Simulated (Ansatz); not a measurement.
# Bands of La3In

```xyz
4
Lattice="5.0854 0.0000 0.0000 0.0000 5.0854 0.0000 0.0000 0.0000 5.0854" Properties=species:S:1:pos:R:3 pbc="T T T"
La    0.0000    2.5427    2.5427
La    2.5427    0.0000    2.5427
La    2.5427    2.5427    0.0000
In    0.0000    0.0000    0.0000
```

Atom numbers follow the list: La1, La2, La3, In4.

Conventional cell: a = 5.085 Å, b = 5.085 Å, c = 5.085 Å, α = 90.00°, β = 90.00°, γ = 90.00°. La (atom 1) is surrounded by 8 La at 3.60 Å and 4 In at 3.60 Å. Around In (atom 4) lie 12 La at 3.60 Å.

The cell comes from COD entry 1538828, which wasn't checked; take it as a given geometry.

Spin–orbit coupling is left out, though it moves levels of the heavy atoms by tenths of an eV or more.

The calculation used DFT, PBEsol, all-electron LAPW, scalar-relativistic in Ansatz 0.2.0.

Sampling and basis: a Γ-centred 7×7×7 k mesh, Fermi–Dirac smearing of 0.05 eV, basis error target 1 meV/atom, no spin polarisation.

Points in fractions of the reciprocal vectors of this cell: Γ (0, 0, 0), X (0, 0.5, 0), M (0.5, 0.5, 0), R (0.5, 0.5, 0.5). The path runs Γ–X–M–Γ–R–X–R–M. Energies are in eV from the Fermi level; (×n) counts levels within 4 meV of each other, which need not be degenerate by symmetry.

**Question.** Metal or insulator at this level of theory?

**Answer.** No gap opens: metallic or semimetallic.

**Question.** Tabulate bands 47 to 54, counted from the lowest band of the run, along the path.

**Answer.** 
| k (1/Å) | point | band 47 | band 48 | band 49 | band 50 | band 51 | band 52 | band 53 | band 54 |
| --- | --- | --- | --- | --- | --- | --- | --- | --- | --- |
| 0.00 | Γ | -2.62 | -0.89 | -0.89 | -0.84 | -0.84 | -0.84 | 0.80 | 0.80 |
| 0.09 |  | -2.57 | -0.93 | -0.84 | -0.83 | -0.83 | -0.83 | 0.75 | 0.78 |
| 0.18 |  | -2.43 | -1.08 | -0.80 | -0.78 | -0.78 | -0.69 | 0.67 | 0.74 |
| 0.26 |  | -2.21 | -1.35 | -0.74 | -0.73 | -0.73 | -0.46 | 0.67 | 0.73 |
| 0.35 |  | -1.98 | -1.65 | -0.70 | -0.70 | -0.68 | -0.16 | 0.77 | 0.78 |
| 0.44 |  | -2.13 | -1.56 | -0.70 | -0.70 | -0.62 | 0.17 | 0.92 | 0.92 |
| 0.53 |  | -2.40 | -1.32 | -0.71 | -0.71 | -0.57 | 0.47 | 1.05 | 1.08 |
| 0.62 | X | -2.50 | -1.22 | -0.72 | -0.72 | -0.55 | 0.60 | 1.02 | 1.09 |
| 0.71 |  | -2.46 | -1.18 | -0.76 | -0.76 | -0.51 | 0.58 | 1.02 | 1.05 |
| 0.79 |  | -2.32 | -1.07 | -0.87 | -0.87 | -0.40 | 0.50 | 0.85 | 1.01 |
| 0.88 |  | -2.12 | -1.02 | -1.01 | -0.90 | -0.22 | 0.37 | 0.67 | 1.02 |
| 0.97 |  | -1.87 | -1.16 | -1.15 | -0.68 | 0.01 | 0.22 | 0.53 | 1.02 |
| 1.06 |  | -1.62 | -1.28 | -1.27 | -0.43 | 0.09 | 0.26 | 0.42 | 1.02 |
| 1.15 |  | -1.44 | -1.36 | -1.34 | -0.18 | 0.01 | 0.32 | 0.51 | 1.02 |
| 1.24 | M | -1.38 | -1.37 | -1.37 | -0.02 | -0.02 | 0.24 | 0.64 | 1.03 |
| 1.36 |  | -1.48 | -1.33 | -1.33 | -0.31 | 0.08 | 0.33 | 0.44 | 0.89 |
| 1.49 |  | -1.65 | -1.24 | -1.19 | -0.77 | 0.17 | 0.23 | 0.41 | 0.55 |
| 1.61 |  | -1.70 | -1.20 | -1.17 | -1.03 | -0.15 | 0.15 | 0.16 | 0.88 |
| 1.73 |  | -1.90 | -1.21 | -1.09 | -0.93 | -0.46 | -0.25 | 0.30 | 0.82 |
| 1.86 |  | -2.26 | -1.01 | -0.92 | -0.88 | -0.68 | -0.57 | 0.50 | 0.56 |
| 1.98 |  | -2.52 | -0.92 | -0.85 | -0.84 | -0.81 | -0.77 | 0.62 | 0.75 |
| 2.11 | Γ | -2.62 | -0.89 | -0.89 | -0.84 | -0.84 | -0.84 | 0.80 | 0.80 |
| 2.26 |  | -2.48 | -0.89 | -0.88 | -0.88 | -0.76 | -0.76 | 0.48 | 0.85 |
| 2.41 |  | -2.13 | -1.20 | -0.85 | -0.85 | -0.52 | -0.52 | 0.18 | 1.01 |
| 2.57 |  | -1.99 | -1.34 | -0.78 | -0.78 | -0.18 | -0.18 | 0.38 | 1.11 |
| 2.72 |  | -2.04 | -0.94 | -0.69 | -0.69 | 0.10 | 0.10 | 0.80 | 0.84 |
| 2.87 |  | -1.68 | -0.73 | -0.73 | -0.51 | 0.08 | 0.08 | 0.90 | 0.90 |
| 3.03 |  | -1.27 | -0.99 | -0.99 | -0.03 | 0.17 | 0.17 | 1.17 | 1.18 |
| 3.18 | R | -1.12 | -1.12 | -1.12 | 0.26 | 0.26 | 0.26 | 1.23 | 1.38 |
| 3.30 |  | -1.17 | -1.12 | -0.98 | 0.09 | 0.16 | 0.21 | 1.19 | 1.23 |
| 3.43 |  | -1.31 | -1.22 | -0.61 | -0.16 | -0.12 | 0.08 | 0.99 | 1.05 |
| 3.55 |  | -1.53 | -1.41 | -0.53 | -0.10 | -0.10 | -0.04 | 0.74 | 0.81 |
| 3.68 |  | -1.84 | -1.47 | -0.81 | -0.30 | 0.24 | 0.32 | 0.41 | 0.58 |
| 3.80 |  | -2.17 | -1.27 | -1.00 | -0.51 | -0.18 | 0.54 | 0.59 | 0.82 |
| 3.93 |  | -2.41 | -1.15 | -0.91 | -0.66 | -0.47 | 0.57 | 0.91 | 1.03 |
| 4.05 | X | -2.50 | -1.22 | -0.72 | -0.72 | -0.55 | 0.60 | 1.02 | 1.09 |
| 4.93 | R | -1.12 | -1.12 | -1.12 | 0.26 | 0.26 | 0.26 | 1.23 | 1.38 |
| 5.01 |  | -1.12 | -1.12 | -1.08 | 0.18 | 0.22 | 0.22 | 1.20 | 1.30 |
| 5.10 |  | -1.12 | -1.12 | -0.95 | -0.06 | 0.11 | 0.11 | 1.12 | 1.19 |
| 5.19 |  | -1.15 | -1.15 | -0.75 | -0.39 | 0.01 | 0.01 | 1.01 | 1.10 |
| 5.28 |  | -1.21 | -1.21 | -0.74 | -0.49 | -0.04 | -0.04 | 0.89 | 1.05 |
| 5.37 |  | -1.29 | -1.29 | -1.07 | -0.19 | -0.04 | -0.04 | 0.77 | 1.03 |
| 5.46 |  | -1.35 | -1.35 | -1.30 | -0.03 | -0.03 | 0.09 | 0.68 | 1.02 |
| 5.54 | M | -1.38 | -1.37 | -1.37 | -0.02 | -0.02 | 0.24 | 0.64 | 1.03 |
